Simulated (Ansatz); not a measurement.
Relaxation of a generated trial cell of TiC in the MnP structure type; 8 atoms in the cell, which starts as Pnma (No. 62), oP8; a = 5.2329 Å, b = 3.1749 Å, c = 5.8934 Å, α = β = γ = 90.00°. The numbers are results of PBEsol (plane waves to 420 eV, PAW, scalar-relativistic; Ansatz, a quantum-chemistry and plane-wave program), not measurements. Γ-centred k-mesh 5×7×4 on the run's cell (coarser than for final values), Fermi–Dirac smearing 0.05 eV. This is the first round of the run. 

The optimiser's lines from the output (shortened; P is positive under compression):

```
relax step   1: F+E_penalty+E_count = -10880.04387984 eV  Δ(F+E_penalty+E_count) = +0.000e0 eV  max|allowed force component| = 2.654e0 eV/Å  Δτ_max = 0.0000 Å  P = -22.665 GPa  Ω = 97.914 Å³  (8 SCF iters, dr2 threshold 1.00e-7 eV, accepted)
relax step   2: F+E_penalty+E_count = -10884.30631009 eV  Δ(F+E_penalty+E_count) = -4.262e0 eV  max|allowed force component| = 1.782e0 eV/Å  Δτ_max = 0.1968 Å  P = -11.352 GPa  Ω = 89.794 Å³  (6 SCF iters, dr2 threshold 8.00e-7 eV, accepted)
relax step   3: F+E_penalty+E_count = -10885.84263042 eV  Δ(F+E_penalty+E_count) = -1.536e0 eV  max|allowed force component| = 8.730e-1 eV/Å  Δτ_max = 0.1174 Å  P = -3.053 GPa  Ω = 85.237 Å³  (6 SCF iters, dr2 threshold 8.00e-7 eV, accepted)
relax step   4: F+E_penalty+E_count = -10885.98789863 eV  Δ(F+E_penalty+E_count) = -1.453e-1 eV  max|allowed force component| = 1.771e-2 eV/Å  Δτ_max = 0.0501 Å  P = +0.097 GPa  Ω = 83.860 Å³  (6 SCF iters, dr2 threshold 8.00e-7 eV, accepted)
relax step   5: F+E_penalty+E_count = -10885.98843497 eV  Δ(F+E_penalty+E_count) = -5.363e-4 eV  max|allowed force component| = 1.174e-2 eV/Å  Δτ_max = 0.0013 Å  P = -0.016 GPa  Ω = 83.918 Å³  (6 SCF iters, dr2 threshold 8.00e-7 eV, accepted)
relax step   6: F+E_penalty+E_count = -10885.98849014 eV  Δ(F+E_penalty+E_count) = -5.517e-5 eV  max|allowed force component| = 6.020e-3 eV/Å  Δτ_max = 0.0008 Å  P = +0.012 GPa  Ω = 83.909 Å³  (6 SCF iters, dr2 threshold 3.38e-8 eV, accepted)
relax step   7: F+E_penalty+E_count = -10885.98848881 eV  Δ(F+E_penalty+E_count) = +1.324e-6 eV  max|allowed force component| = 5.212e-3 eV/Å  Δτ_max = 0.0016 Å  P = +0.001 GPa  Ω = 83.912 Å³  (6 SCF iters, dr2 threshold 2.15e-9 eV, accepted)
relax step   8: F+E_penalty+E_count = -10885.98849559 eV  Δ(F+E_penalty+E_count) = -6.777e-6 eV  max|allowed force component| = 1.678e-4 eV/Å  Δτ_max = 0.0007 Å  P = -0.004 GPa  Ω = 83.914 Å³  (6 SCF iters, dr2 threshold 2.13e-9 eV, accepted)
relax step   9: F+E_penalty+E_count = -10885.98014794 eV  Δ(F+E_penalty+E_count) = +8.348e-3 eV  max|allowed force component| = 2.627e-4 eV/Å  Δτ_max = 0.0000 Å  P = -0.048 GPa  Ω = 83.914 Å³  stress off target by 9.57e-2 GPa  SCF on the basis re-selected at this cell (its energy is not comparable with the rows above)  (6 SCF iters)
relax step  10: F+E_penalty+E_count = -10885.98019201 eV  Δ(F+E_penalty+E_count) = -4.407e-5 eV  max|allowed force component| = 1.581e-3 eV/Å  Δτ_max = 0.0001 Å  P = +0.033 GPa  Ω = 83.884 Å³  (6 SCF iters, dr2 threshold 2.29e-8 eV, accepted)
relax step  11: F+E_penalty+E_count = -10885.98017889 eV  Δ(F+E_penalty+E_count) = +1.311e-5 eV  max|allowed force component| = 7.748e-5 eV/Å  Δτ_max = 0.0001 Å  P = -0.000 GPa  Ω = 83.895 Å³  (6 SCF iters, dr2 threshold 3.42e-9 eV, accepted)
relax step  12: F+E_penalty+E_count = -10885.98016057 eV  Δ(F+E_penalty+E_count) = +1.832e-5 eV  max|allowed force component| = 7.084e-5 eV/Å  Δτ_max = 0.0000 Å  P = -0.000 GPa  Ω = 83.895 Å³  stress off target by 1.03e-3 GPa  SCF on the basis re-selected at this cell (its energy is not comparable with the rows above)  (8 SCF iters)
```

From the first to the last row the energy changes by -0.74 eV/atom and the volume by -14.3 %. The last row is marked as not comparable with the walk above it, whose basis was carried along; it does compare with step 1, since both stand on a basis selected at the nominal cutoff for their own cell.

Later rounds, restarted from the end of this one on a renewed k-mesh, logged 10 more steps and released under 0.01 eV/atom more. The final structure after all rounds: P6₃/mmc (No. 194), hP4, NiAs type; a = 3.0115 Å, b = 3.0115 Å, c = 5.3418 Å, α = 90.00°, β = 90.00°, γ = 120.00°. Between re-selections the logged energies stand on a plane-wave basis carried along with the cell. No spin polarisation in the result.

The run could not lose the symmetry of its start; a randomly shaken copy of 8 atoms returns to this structure.

The relaxed structure here is a generated cell of TiC: the first start was made by placing the elements on the sites of a structure type, and the end was not matched to a known phase here, so it may be hypothetical. Known forms of TiC include space group No. 225.
